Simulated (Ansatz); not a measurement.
The relaxed structure here is a generated cell of Fe: the first start was made by a random draw of sites in a space group, and the end was not matched to a known phase here, so it may be hypothetical. Known forms of Fe include space group No. 229.

A relaxed cell of Fe (Pm-3m (No. 221)), relaxed on a k-mesh at least as fine as the one used below. Level of theory: PBEsol (plane waves to 420 eV, PAW, scalar-relativistic; Ansatz, a first-principles code). Γ-centred k-mesh 14×14×7 on the run's cell (coarser than for final values), Fermi–Dirac smearing 0.05 eV.

```yaml
crystal:
  lattice:
    - [2.32752, 0.00000, 0.00000]
    - [0.00000, 2.32752, 0.00000]
    - [0.00000, 0.00000, 4.65504]
  atoms:
    - { symbol: Fe, position: [0.50000, 0.50000, 0.25000] }
    - { symbol: Fe, position: [0.50000, 0.50000, 0.75000] }
```
Spin-polarised start, with parallel moments on Fe.

The atoms are displaced by (Å):

```
atom      ux     uy      uz
----  ------  -----  ------
Fe1   -0.016  0.052   0.082
Fe2   -0.002  0.174  -0.132
```

Problem. What forces (eV/Å) and pressure result?

Solution. 
```json
[
 {"atom": "Fe1", "Fx": "-0.05", "Fy": "-0.38", "Fz": "-2.23"},
 {"atom": "Fe2", "Fx": "0.05", "Fy": "0.38", "Fz": "2.23"}
]
```

Pressure +4.7 GPa.

Problem. Estimate the energy cost of the displacement in the harmonic approximation and compare with the calculation.

Solution. For a harmonic well ΔE = −½ Σ F·u = 0.215 eV a cell, or 107 meV/atom. The calculated energy relative to the undisplaced cell is +0.11 eV/atom, so the harmonic estimate holds well.

The undisplaced cell is probably no minimum: from this displacement the run went on to Im-3m (No. 229), 0.86 eV/atom below it.

Spin state reached: ferromagnetic (net 2.33 μB/atom), from parallel starting moments; other spin orders were not run from this start.
